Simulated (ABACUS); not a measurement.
## Parameter sweep on Si2W (I4/mmm, 3 atoms in the cell; from Materials Project mp-1620, lattice scaled a little)

```yaml
crystal:
  lattice:
    - [-1.63887, 1.63887, 3.97749]
    - [1.63887, -1.63887, 3.97749]
    - [1.63887, 1.63887, -3.97749]
  atoms:
    - { symbol: Si, position: [0.33499, 0.33499, 0.00000] }
    - { symbol: Si, position: [0.66501, 0.66501, 0.00000] }
    - { symbol: W, position: [0.00000, 0.00000, 0.00000] }
```

Base run A: PBE, numerical atomic orbitals DZP (confined pseudo-atomic orbitals; energy shift 0.01 Ry), PseudoDojo 0.5 standard norm-conserving PBE (tails mended) pseudopotentials (ABACUS 3.10.1), self-consistent single point.

Its settings: basis = DZP numerical atomic orbitals, energy shift 0.01 Ry; KPT = Gamma 10 10 10 0 0 0; basis_type = lcao; dft_functional = PBE; ecutwfc = 100 Ry; smearing_method = fd; smearing_sigma = 0.00734986 Ry; potentials = PseudoDojo 0.5 standard norm-conserving PBE (tails mended); symmetry = 1; symmetry_prec = 1e-05; ks_solver = genelpa; scf_nmax = 100; scf_thr = 1.0e-07; mixing_type = broyden; mixing_beta = 0.7.

The atom-centred basis is finite, which shifts total energies and pressures against plane waves. The structure comes from a collection of computed structures, made at another level of theory; the collection holds predicted forms beside known ones. Its lattice was then scaled. No clean gap shows at this smearing width and mesh (spacing up to 0.27 Å⁻¹); the mesh is coarse for partly filled bands, so the values carry mesh errors.

Total energies depend on the potentials, the functional and any Hubbard or dispersion term, so they are compared only between runs that share all of them.

```csv
run,change,pressure (GPa)
A,base,-6.13
B,dft_functional: PBE → GGA_X_AM05+GGA_C_AM05 [AM05],-11.44
C,"dft_functional: PBE → PZ; pseudopotentials: PseudoDojo 0.5 standard norm-conserving PBE (tails mended) → PseudoDojo 0.4 standard norm-conserving LDA (tails mended); basis_set: DZP numerical atomic orbitals, energy shift 0.01 Ry → DZP numerical atomic orbitals, energy shift 0.01 Ry [LDA (Perdew-Zunger)]",-14.47
D,dft_functional: PBE → GGA_X_WC+GGA_C_PBE [Wu-Cohen GGA],-8.57
E,dft_functional: PBE → GGA_X_PW91+GGA_C_PW91 [PW91],-4.92
```

Run D against A: The pressure goes from -6.13 to -8.57 GPa.

Run C against A: The pressure goes from -6.13 to -14.47 GPa.

Run E against A: The pressure goes from -6.13 to -4.92 GPa.

Small differences between rows can be mesh errors.

Some of these runs use potentials made for another functional than their own.

The atomic orbitals were generated for these runs; they are not ABACUS's published sets and were checked against plane waves on a few crystals only.

“Tails mended”: in these copies of the files the far tail of each local potential was reset to the Coulomb form.
